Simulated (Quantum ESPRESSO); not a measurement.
Si5Ge2 (made-up cell, one site empty) (calculated)

All values are calculated (Quantum ESPRESSO 7.5). Calculation on a made-up crystal cell, not a measurement: periodic Kohn-Sham density functional theory in plane waves with PseudoDojo standard norm-conserving scalar-relativistic pseudopotentials, each functional with its own files (v0.5 for PBE, v0.4.1 for LDA and PBEsol), no spin polarisation, no spin-orbit coupling, atoms not relaxed, stress positive in tension, energies less a fixed whole-eV offset for each atom's element; levels are Kohn-Sham levels at fractions of this cell's reciprocal vectors, counted from the reference band (half the neutral cell's valence electrons, rounded up) at Gamma; error bars cover cutoff and k-mesh only, not smearing or the files; added strain carries the atoms with the cell, and shear is the tensor component; each bar is the largest change over components, and at least 0.002 eV, 0.002 eV per angstrom or 0.02 GPa; energies are for the whole cell, and the offsets were chosen from early runs and are not element reference energies.

Settings shared by all entries: lattice type zincblende/diamond; empty site 4; functional pbe; cutoff 1061 eV; fermi dirac smearing 0.1 eV; scf tolerance 1e-07 eV; electrons removed 0; added strain kind uniform; k mesh 6 x 6 x 6, shifted by half a step.

(1) Si5Ge2 (made-up cell, one site empty)

Unstrained structure:
```
CELL_PARAMETERS angstrom
5.49940 -0.01900 0.07700
-0.01900 5.60520 -0.02370
0.07700 -0.02370 5.44610
ATOMIC_POSITIONS crystal
Si 0.97988 0.98701 0.99378
Si 0.98792 0.53322 0.52154
Ge 0.47452 0.02928 0.50591
Si 0.24828 0.23799 0.22227
Si 0.25210 0.75106 0.77782
Ge 0.76069 0.21957 0.72010
Si 0.75170 0.77327 0.24248
```

```
added strain             : 0.0049
structure shown          : before the added strain of 0.0049
free energy less offsets : 1.999 eV
smearing term minus ts   : -0.07976 eV
scf iterations           : 11
pressure                 : -0.6385 GPa
stress xx                : -0.3289 GPa
stress yy                : 0.9394 GPa
stress zz                : 1.305 GPa
stress yz                : 0.7896 GPa
stress xz                : -0.826 GPa
stress xy                : -2.255 GPa
fermi level              : -0.2357 eV
reference band           : 24
error bar energy         : 0.004475 eV
error bar stress         : 0.02193 GPa
error bar force          : 0.005015 eV/Å
error bar next band up   : 0.002 eV
error bar fermi level    : 0.004746 eV
error bars from          : tighter rerun of a related cell
```

Atoms:
| atoms element | atom site | atom energy offset (eV) |
| --- | --- | --- |
| Si | 1 | -115 |
| Si | 2 | -115 |
| Ge | 3 | -2430 |
| Si | 5 | -115 |
| Si | 6 | -115 |
| Ge | 7 | -2430 |
| Si | 8 | -115 |

Forces:
| site | x (eV/Å) | y (eV/Å) | z (eV/Å) |
| --- | --- | --- | --- |
| 1 | 1.261 | 1.003 | -0.2971 |
| 2 | 0.555 | -0.5482 | -1.301 |
| 3 | -0.988 | -1.98 | -1.048 |
| 5 | -1.062 | 1.537 | 0.1754 |
| 6 | 0.4303 | -0.5153 | -0.2098 |
| 7 | 1.087 | 1.556 | 0.9236 |
| 8 | -1.284 | -1.053 | 1.757 |

Levels:
| level k point | next band up (eV) |
| --- | --- |
| Gamma | 0.3379 |
| (1/2,1/2,1/2) | 0.6131 |
| (0.15,0,0) | 0.4128 |
| (0,0.15,0) | 0.3895 |
| (0,0,0.15) | 0.516 |

(2) Si5Ge2 (made-up cell, one site empty)

Structure as in entry 1.

```
added strain             : 0.0167
structure shown          : before the added strain of 0.0167
free energy less offsets : 2.058 eV
smearing term minus ts   : -0.08249 eV
scf iterations           : 11
pressure                 : -2.444 GPa
stress xx                : 1.57 GPa
stress yy                : 2.673 GPa
stress zz                : 3.089 GPa
stress yz                : 0.5865 GPa
stress xz                : -0.6315 GPa
stress xy                : -1.918 GPa
fermi level              : -0.1852 eV
reference band           : 24
error bar energy         : 0.004475 eV
error bar stress         : 0.02193 GPa
error bar force          : 0.005015 eV/Å
error bar next band up   : 0.002 eV
error bar fermi level    : 0.004746 eV
error bars from          : tighter rerun of a related cell
```

Atoms:
| atoms element | atom site | atom energy offset (eV) |
| --- | --- | --- |
| Si | 1 | -115 |
| Si | 2 | -115 |
| Ge | 3 | -2430 |
| Si | 5 | -115 |
| Si | 6 | -115 |
| Ge | 7 | -2430 |
| Si | 8 | -115 |

Forces:
| site | x (eV/Å) | y (eV/Å) | z (eV/Å) |
| --- | --- | --- | --- |
| 1 | 1.204 | 0.8663 | -0.2546 |
| 2 | 0.5271 | -0.5173 | -1.211 |
| 3 | -0.8734 | -1.853 | -0.9857 |
| 5 | -1.056 | 1.342 | 0.2498 |
| 6 | 0.2435 | -0.3756 | -0.2626 |
| 7 | 1.039 | 1.386 | 0.7876 |
| 8 | -1.084 | -0.8484 | 1.677 |

Levels:
| level k point | next band up (eV) |
| --- | --- |
| Gamma | 0.3977 |
| (1/2,1/2,1/2) | 0.576 |
| (0.15,0,0) | 0.4298 |
| (0,0.15,0) | 0.4195 |
| (0,0,0.15) | 0.5403 |

(3) Si5Ge2 (made-up cell, one site empty)

Structure as in entry 1.

```
added strain             : 0.0215
structure shown          : before the added strain of 0.0215
free energy less offsets : 2.102 eV
smearing term minus ts   : -0.08364 eV
scf iterations           : 11
pressure                 : -3.085 GPa
stress xx                : 2.247 GPa
stress yy                : 3.288 GPa
stress zz                : 3.722 GPa
stress yz                : 0.5142 GPa
stress xz                : -0.5606 GPa
stress xy                : -1.795 GPa
fermi level              : -0.162 eV
reference band           : 24
error bar energy         : 0.004475 eV
error bar stress         : 0.02193 GPa
error bar force          : 0.005015 eV/Å
error bar next band up   : 0.002 eV
error bar fermi level    : 0.004746 eV
error bars from          : tighter rerun of a related cell
```

Atoms:
| atoms element | atom site | atom energy offset (eV) |
| --- | --- | --- |
| Si | 1 | -115 |
| Si | 2 | -115 |
| Ge | 3 | -2430 |
| Si | 5 | -115 |
| Si | 6 | -115 |
| Ge | 7 | -2430 |
| Si | 8 | -115 |

Forces:
| site | x (eV/Å) | y (eV/Å) | z (eV/Å) |
| --- | --- | --- | --- |
| 1 | 1.181 | 0.8155 | -0.2395 |
| 2 | 0.5163 | -0.504 | -1.177 |
| 3 | -0.8302 | -1.803 | -0.9619 |
| 5 | -1.054 | 1.266 | 0.2768 |
| 6 | 0.1731 | -0.3233 | -0.2813 |
| 7 | 1.021 | 1.32 | 0.7366 |
| 8 | -1.008 | -0.7712 | 1.646 |

Levels:
| level k point | next band up (eV) |
| --- | --- |
| Gamma | 0.4241 |
| (1/2,1/2,1/2) | 0.5587 |
| (0.15,0,0) | 0.4393 |
| (0,0.15,0) | 0.4342 |
| (0,0,0.15) | 0.5532 |
